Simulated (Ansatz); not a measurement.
In PBE+D3(BJ) in the plane-wave PAW code Ansatz, Tc in the hcp (Mg type) structure (P6_3/mmc) relaxes to a = 2.730 Å, c = 4.368 Å. Tc has 12 nearest neighbours from 2.69 Å (anticuboctahedral).

Electronic character: metallic (no gap).

The PBE+D3(BJ) relaxation kept the symmetry of its start. No spin polarisation was allowed. The pairwise dispersion correction was not fitted to metals. Axis ratios of metals converge slowly with the k-mesh, so a and c are less sure than the volume. Scalar-relativistic: spin–orbit coupling is off unless named, which matters more the heavier the elements.

Potentials: the earlier of the program's two PAW sets.
